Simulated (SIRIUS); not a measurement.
A self-consistent single point of MgZn3S4 (P-43m, 8 atoms in the cell; from Materials Project mp-1120718, changed as shown).

```
CELL_PARAMETERS angstrom
      5.56779     0.00000     0.00000
      0.00000     5.56779     0.00000
      0.00000     0.00000     5.56779
ATOMIC_POSITIONS crystal
  Mg 0.50000 0.50000 0.50000
  Zn 0.00000 0.00000 0.50000
  Zn 0.50000 0.00000 0.00000
  Zn 0.00000 0.50000 0.00000
  S  0.75633 0.75633 0.24367
  S  0.75633 0.24367 0.75633
  S  0.24367 0.24367 0.24367
  S  0.24367 0.75633 0.75633
```

All values come from this method and carry its errors: LDA (PW92), PseudoDojo 0.4 standard norm-conserving LDA (tails mended) pseudopotentials (plane waves; SIRIUS).

SIRIUS settings:

```
setting                                                                                                       value
--------------------------------------  ---------------------------------------------------------------------------
parameters.ngridk                                                                                             6 6 6
parameters.xc_functionals                                                                   [XC_LDA_X, XC_LDA_C_PW]
parameters.gk_cutoff                                                                                   9.165 1/bohr
parameters.pw_cutoff                                                                                  18.331 1/bohr
parameters.smearing                                                                                        gaussian
parameters.smearing_width                                                                                 0.0001 Ha
potentials                              PseudoDojo 0.4 standard norm-conserving LDA (tails mended) pseudopotentials
parameters.electronic_structure_method                                                              pseudopotential
parameters.num_bands                                                                                             56
parameters.num_mag_dims                                                                                           0
parameters.num_dft_iter                                                                                         100
parameters.energy_tol                                                                                      1e-07 Ha
parameters.density_tol                                                                                        1e-06
mixer.type                                                                                                 anderson
mixer.beta                                                                                                      0.7
mixer.use_hartree                                                                                              true
```

Results:

- Number of valence electrons: 94
- Number of bands: 56
- Number of k-points after the program's reduction: 20
- Number of plane waves (most at a k-point): 15203
- Number of SCF iterations: 12
- FFT grid: 64 × 64 × 64
- Free energy E − TS: -19879.1856 eV
- Gap on the k-point mesh: 1.87 eV
- Pressure: -6.79 GPa
- Largest force (vector length): 0.140 eV/Å

Forces (eV/Å):
```csv
atom,Fx,Fy,Fz
Mg1,0.000,0.000,0.000
Zn2,0.000,0.000,0.000
Zn3,0.000,0.000,0.000
Zn4,0.000,0.000,0.000
S5,0.081,0.081,-0.081
S6,0.081,-0.081,0.081
S7,-0.081,-0.081,-0.081
S8,-0.081,0.081,0.081
```

Stress (GPa, positive for compression):
```
-6.79   0.00   0.00
 0.00  -6.79   0.00
 0.00   0.00  -6.79
```

The gap is read on the k-point mesh of the run and can differ from the gap over the whole zone at this level.

For comparison: a first run was changed to give this one (lattice scaled by 1.02), and from it to this one the free energy rises by 40.7 meV/atom, the pressure goes from -3.51 to -6.79 GPa, the largest force goes from 0.135 to 0.140 eV/Å and the gap on the mesh goes from 2.123 to 1.871 eV.

The structure comes from a collection of computed structures, made at another level of theory; the collection holds predicted forms beside known ones. Its lattice was then scaled.

Cost on one core: very roughly 4 core-minutes.

“Tails mended”: in these copies of the files the far tail of each local potential was reset to the Coulomb form.
